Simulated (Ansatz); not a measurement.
**Structure optimisation: tellurium, omega (AlB2-type)**

Computed with Ansatz, DFT, r2SCAN, plane waves (500 eV) with PAW, scalar-relativistic. (PAW data from PBE, frozen cores regenerated.)

k-point mesh 7×7×9, Fermi-Dirac smearing 0.1 eV, no spin polarisation. Cell and atoms relax.

Starting structure:

```xyz
3
Lattice="5.4621 0.0000 0.0000 -2.7310 4.7303 0.0000 0.0000 0.0000 3.3483" Properties=species:S:1:pos:R:3 pbc="T T T"
Te    0.0000    0.0000    0.0000
Te    0.0000    3.1535    1.6741
Te    2.7310    1.5768    1.6741
```

What cell does the relaxation end in?

P6/mmm with a = 5.771 Å, c = 3.089 Å (c/a = 0.535); 29.70 Å³ per atom against 28.84 at the start (3.0 %).

How much energy does the relaxation gain?

8.7 meV per atom.
